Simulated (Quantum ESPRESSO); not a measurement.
# Computed records: MgAl3N3O (made-up cell)

All values are calculated (Quantum ESPRESSO 7.5). Calculation on a made-up crystal cell, not a measurement: periodic Kohn-Sham density functional theory in plane waves with PseudoDojo standard norm-conserving scalar-relativistic pseudopotentials, each functional with its own files (v0.5 for PBE, v0.4.1 for LDA and PBEsol), no spin polarisation, no spin-orbit coupling, atoms not relaxed, stress positive in tension, energies less a fixed whole-eV offset for each atom's element; levels are Kohn-Sham levels at fractions of this cell's reciprocal vectors, counted from the reference band (half the neutral cell's valence electrons, rounded up) at Gamma; error bars cover cutoff and k-mesh only, not smearing or the files; added strain carries the atoms with the cell, and shear is the tensor component; each bar is the largest change over components, and at least 0.002 eV, 0.002 eV per angstrom or 0.02 GPa; energies are for the whole cell, and the offsets were chosen from early runs and are not element reference energies.

MgAl3N3O (made-up cell)

Unstrained structure:
```
MgAl3N3O
1.0
      4.2041     0.0475    -0.0341
      0.0475     4.2035    -0.0654
     -0.0341    -0.0654     4.1597
Al Mg N O N
3 1 2 1 1
Direct
  0.00137 -0.00139 -0.00258
  -0.00484 0.49400 0.50774
  0.50944 0.00105 0.48615
  0.50862 0.49315 -0.00579
  0.50351 -0.00799 0.00059
  0.49562 0.50603 0.49479
  1.00213 -0.00240 0.49684
  0.99732 0.50456 0.00611
```

| Property | Result |
| --- | --- |
| lattice type | rocksalt |
| functional | pbe |
| cutoff | 1143 eV |
| fermi dirac smearing | 0.025 eV |
| scf tolerance | 1e-07 eV |
| electrons removed | 0 |
| added strain kind | uniform |
| added strain | -0.0151 |
| k mesh | 4 x 4 x 4, shifted by half a step |
| structure shown | before the added strain of -0.0151 |
| stress yz | — |
| stress xx | — |
| stress xy | — |
| pressure | — |

Atoms:
```csv
atoms element,atom site,atom energy offset (eV)
Al,1,-64
Al,2,-64
Al,3,-64
Mg,4,-1617
N,5,-283
N,6,-283
O,7,-452
N,8,-283
```

To be estimated
1. Give the missing stress yz for MgAl3N3O (made-up cell).
2. Estimate the stress xx of MgAl3N3O (made-up cell).
3. What stress xy does the calculation give for MgAl3N3O (made-up cell)?
4. Give the missing pressure for MgAl3N3O (made-up cell).

Answers
1. -7.744 GPa
2. 0.4735 GPa
3. 5.524 GPa
4. 0.507 GPa

Further results for MgAl3N3O (made-up cell):

| Item | Value |
| --- | --- |
| free energy less offsets | -0.4802 eV |
| smearing term minus ts | 0 eV |
| scf iterations | 11 |
| stress yy | 0.4951 GPa |
| stress zz | -2.49 GPa |
| stress xz | -4.223 GPa |
| reference band | 20 |
| error bar energy | 0.003047 eV |
| error bar stress | 0.02 GPa |
| error bar force | 0.01059 eV/Å |
| error bar next band up | 0.002 eV |
| error bars from | tighter rerun of a related cell |

Forces:
```csv
site,x (eV/Å),y (eV/Å),z (eV/Å)
1,0.2206,-0.1402,0.1059
2,0.3346,0.3252,-0.3132
3,-0.4439,-0.1995,0.3416
4,-0.7507,0.2021,0.1815
5,-0.03113,0.5863,-0.3613
6,0.2955,-0.5422,0.2719
7,-0.1392,0.2808,0.2006
8,0.5143,-0.5123,-0.427
```

Levels:
```csv
level k point,next band up (eV)
Gamma,2.105
"(1/2,1/2,1/2)",2.467
"(0.15,0,0)",2.735
"(0,0.15,0)",2.731
"(0,0,0.15)",2.723
```
